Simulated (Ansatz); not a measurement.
These are results of Ansatz, DFT PBE, scalar-relativistic, plane waves, PAW, not measurements. Each cell gets a short relaxation within its symmetry: 420 eV, a coarse mesh through Γ, smearing of 0.15 eV, at most 16 steps to 0.08 eV/Å and 0.8 GPa. Magnetic atoms start with parallel moments. Energies are free energies per atom, good to about 0.1 eV/atom between metallic cells, end volumes are rough, and groups of ends are read at 0.1 Å.

Two unrelaxed guesses for Mn2Te3S:

A.

```xyz
6
Lattice="4.0027 0.0000 0.0000 0.0000 4.0027 0.0000 0.0000 0.0000 8.4976" Properties=species:S:1:pos:R:3 pbc="T T T"
Mn    2.0013    2.0013    6.1914
Mn    0.0000    0.0000    2.2964
Te    2.0013    0.0000    8.4854
Te    0.0000    2.0013    8.4854
Te    2.0013    2.0013    3.2196
S     0.0000    0.0000    5.3123
```

B.

```xyz
6
Lattice="4.1592 0.0000 0.0000 -2.0796 3.6020 0.0000 0.0000 0.0000 10.7415" Properties=species:S:1:pos:R:3 pbc="T T T"
Mn    0.0000    0.0000    3.0939
Mn    0.0000    0.0000    7.6476
Te    0.0000    0.0000    0.0000
Te    0.0000    2.4013    5.3707
Te    2.0796    1.2007    5.3707
S     0.0000    0.0000    5.3707
```

Problem. Compare their energies before and after the relaxation.

Solution. As given, A is lower by 2.20 eV/atom. Relaxed, A is lower by 0.48 eV/atom, so the order holds. A goes from P4mm at 22.7 Å³/atom to P4mm at 27.2 Å³/atom and gains 0.25 eV/atom. B goes from P6/mmm at 26.8 Å³/atom to P6/mmm at 41.2 Å³/atom and gains 1.96 eV/atom. The closest pair in A goes from Te–Te at 2.83 Å to Mn–S at 2.32 Å. The closest pair in B goes from Mn–S at 2.28 Å to Mn–S at 2.27 Å. At the end: counting S or Te atoms around Mn (for each partner element, those within 1.25 times its shortest distance or 1.15 times the sum of covalent radii, where it is the nearest in units of that sum or under 1.3; a plus sign parts groups by distance over the sum of covalent radii; a slash parts the counts of unlike sites), A has Mn 1+4/5 and B has Mn 2. A holds Te–Te nets (shortest 2.87 Å); in B the shortest Te–Te distance is 3.16 Å, near bonding range too. The lowest end among all the guesses of this search lies 0.23 eV/atom under the better of the two.

No dispersion correction is applied, so the spacing and binding between layers, chains or molecules are poorly described (P4mm, P6/mmm), and this can change margins and order among such cells. These runs have no spin–orbit coupling, which can matter for Te. No Hubbard U is applied to the 3d shell of Mn. Other magnetic orders may lie lower.
